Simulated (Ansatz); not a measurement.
ZnFBr (Janus 2H monolayer) was relaxed with 5 functionals in Ansatz, cell and atoms free, the symmetry of the start kept (meshes: PBE 12×12×1, r2SCAN 12×12×1, PBEsol 12×12×1, LDA 12×12×1, HSE06 6×6×1). The calculation is spin-unpolarised, and the structure need not be a phase that has been made.

The PBEsol result:
```cif
data_structure
_symmetry_space_group_name_H-M 'P 1'
_symmetry_Int_Tables_number 1
_cell_length_a 3.3452
_cell_length_b 3.3452
_cell_length_c 28.9512
_cell_angle_alpha 90.000
_cell_angle_beta 90.000
_cell_angle_gamma 120.000
_cell_volume 280.57
loop_
_atom_site_label
_atom_site_type_symbol
_atom_site_fract_x
_atom_site_fract_y
_atom_site_fract_z
_atom_site_occupancy
Zn1 Zn 0.33333 0.66667 0.31846 1
F1 F 0.66667 0.33333 0.35450 1
Br1 Br 0.66667 0.33333 0.25964 1
```
The sheet repeats along a and b alone.

The sheet's in-plane cell has a = 3.345 Å, b = 3.345 Å (γ = 120.0°), and its outermost atoms lie 2.75 Å apart along the normal. Zn has 3 F at 2.20 Å and 3 Br at 2.57 Å; F has 3 Zn at 2.20 Å; Br has 3 Zn at 2.57 Å.

(1) What lattice does r2SCAN give?

(2) How does the cell change with PBE?

(3) Held at the r2SCAN cell, what mean stress do LDA and PBE find, and does its sign point to their own minimum?

## Answers

(1) a = 3.369 Å; the area differs by +1.4 % from PBEsol's. Zn is surrounded by 3 F at 2.20 Å and 3 Br at 2.59 Å; F is surrounded by 3 Zn at 2.20 Å; Br is surrounded by 3 Zn at 2.59 Å.

(2) a = 3.413 Å; the area differs by +4.1 % from PBEsol's. Zn has 3 F at 2.23 Å and 3 Br at 2.62 Å; F has 3 Zn at 2.23 Å; Br has 3 Zn at 2.62 Å.

(3) Yes. LDA -2.31 N/m, and its relaxed area is -4.3 % from r2SCAN's; PBE +1.36 N/m, and its relaxed area is +2.6 % from r2SCAN's. Compression counts positive, so a positive stress asks for a larger cell.
